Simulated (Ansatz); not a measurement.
InSb:
Space group P6₃mc (No. 186); a = b = 4.630 Å, c = 15.186 Å, α = β = 90.00°, γ = 120.00°

```tsv
atom	site	symmetry	x	y	z
In	2b	3m.	0.3333	0.6667	0.4999
Sb	2b	3m.	0.6667	0.3333	0.1877
In	2a	3m.	0.0000	0.0000	0.2503
Sb	2a	3m.	0.0000	0.0000	0.4371
```

Relaxed at zero pressure with plane-wave PAW r²SCAN (Ansatz code).

Q: The volume is lowered by 6 % and shape and atoms relax at that volume. What pressure results, and how do the axes share the change?

A: 3.1 GPa; a -2.1 %, b -2.1 %, c -2.0 %; the energy rises by 19 meV/atom.

Q: Give the new structure.

A: 
Space group P6₃mc (No. 186); a = 4.5343 Å, b = 4.5343 Å, c = 14.8819 Å, α = 90.00°, β = 90.00°, γ = 120.00°

```json
[
 {"atom": "In", "site": "2b", "symmetry": "3m.", "x": "0.6667", "y": "0.3333", "z": "0.0000"},
 {"atom": "Sb", "site": "2b", "symmetry": "3m.", "x": "0.6667", "y": "0.3333", "z": "0.1876"},
 {"atom": "In", "site": "2a", "symmetry": "3m.", "x": "0.0000", "y": "0.0000", "z": "0.2504"},
 {"atom": "Sb", "site": "2a", "symmetry": "3m.", "x": "0.0000", "y": "0.0000", "z": "0.4370"}
]
```

The phase is kept; no other phase was compared at this pressure.

Space group P6_3mc. The start of the workflow was typed in or built on a structure type; neither database checked (COD, Materials Project) lists it. It is not the phase usual at ambient conditions (space group No. 216). The r²SCAN relaxation kept the symmetry of its start; whether a distortion lowers the energy is not shown. Scalar-relativistic: spin–orbit coupling is off unless named, which matters more the heavier the elements.

Potentials: the earlier of the program's two PAW sets.
